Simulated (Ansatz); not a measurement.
# Ti₂C: from a starting cell to a relaxed one

The start is a relaxed Ti2C cell with one Ti and one C atom exchanged in a cell of 3 atoms. The structure is fully relaxed (lattice and positions, P = 0) with PBEsol (plane waves to 420 eV, PAW, scalar-relativistic; Ansatz, a first-principles code). First-step values are on the input's coarse k-mesh.

Ansatz input (later rounds restart from its end on a renewed k-mesh):
Ansatz 0.2 input:
```yaml
crystal:
  lattice:
    - [1.5264135674, 0.8812752841, 4.7728607967]
    - [-1.5264135674, 0.8812752841, 4.7728607967]
    - [0, -1.7625505681, 4.7728607967]
  atoms:
    - { symbol: Ti, position: [0.2458193953, 0.2458193953, 0.2458193953] }
    - { symbol: C, position: [0.7541806047, 0.7541806047, 0.7541806047] }
    - { symbol: Ti, position: [0.5, 0.5, 0.5] }
basis: { ecutwfc: 420, ecutrho_ratio: 4, xc_grid: 2, fft_grid_basis: typed }
kpoints: { mp_grid: { grid: [9, 9, 9] } }
hamiltonian:
  xc: pbesol
  dispersion: none
  pseudopotentials: { kind: paw }
scf: { occupations: { method: fermi_dirac, width: 0.05 } }
relax: { f_tol: 0.01, max_steps: 100, cell: { stress_tol: 0.02 } }
output: { forces: true, stress: true }
```

* **Energy released**: about 2.1 eV/atom
* **Relative to the parent**: It does not go back: it is caught in R3m (No. 160), 0.49 eV/atom above the parent
* **Band gap at the end**: zero (metallic)
* **Optimiser moves**: 11

The end point of the relaxation:

Space group R3m, hexagonal axes (No. 160); a = 3.004 Å, b = 3.004 Å, c = 15.092 Å, α = 90.00°, β = 90.00°, γ = 120.00°

```csv
atom,site,symmetry,x,y,z
Ti,3a,3m,0.0000,0.0000,0.6947
C,3a,3m,0.0000,0.0000,0.2778
Ti,3a,3m,0.0000,0.0000,0.5275
```
(The calculation used a cell of 3 atoms; values per cell refer to that cell.)

Final values are on a 18×18×18 k-mesh of the relaxed cell. The start holds a very short contact (Ti–Ti 2.10 Å). No spin polarisation in the result.

The run could not lose the symmetry of its start.

Of the parent cell (R-3m (No. 166)): The relaxation started from an entry of Materials Project.

The runs began from a structure in Materials Project; this end point is another cell, not compared with measured phases.
